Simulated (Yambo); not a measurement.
Yambo run on CaHCl (space group P4/nmm, No. 129). The wavefunctions are norm-conserving PBEsol (Quantum ESPRESSO, 72 Ry, no spin-orbit coupling) ones on a 4×4×2 mesh (18 occupied bands); a = b = 3.817 Å, c = 6.903 Å, α = β = γ = 90.00°.

Yambo input:

```
rim_cut
gw0
dyson
el_el_corr
HF_and_locXC
ppa
em1d
RandQpts= 1000000
RandGvec= 1 Ry
EXXRLvcs= 72 Ry
VXCRLvcs= 288 Ry
Chimod= "HARTREE"
% BndsRnXp
 1 | 84 |
%
NGsBlkXp= 8 Ry
% LongDrXp
 1.0 | 1.0 | 1.0 |
%
PPAPntXp= 27.2114 eV
% GbndRnge
 1 | 185 |
%
GTermKind= "BG"
DysSolver= "n"
ExtendOut
% QPkrange
 2 | 2 | 18 | 19 |
%
```

k points by index: 2 = Z.

Resulting energies as the program prints them:

```
#    K-point    Band    Eo [eV]    E [eV]    E-Eo [eV]    Vxc [eV]    Vnlxc [eV]    Sc|Eo [eV]    Sc|E [eV]    dSc/dw|Eo [eV]    Re(Z)    Im(Z)
#
    2    18    0.000000    -0.958635    -0.958635    -11.36936    -13.99884    1.443017    1.670847    -6.466452    0.807989    -0.001370
    2    19    3.632643    5.076359    1.443716    -11.43745    -5.980227    -3.728466    -4.013505    -5.372014    0.835129    -0.001133
```
(The two width columns are left out.) Convergence of these settings isn't established.

Geometry of the Materials Project entry, not relaxed at this level.
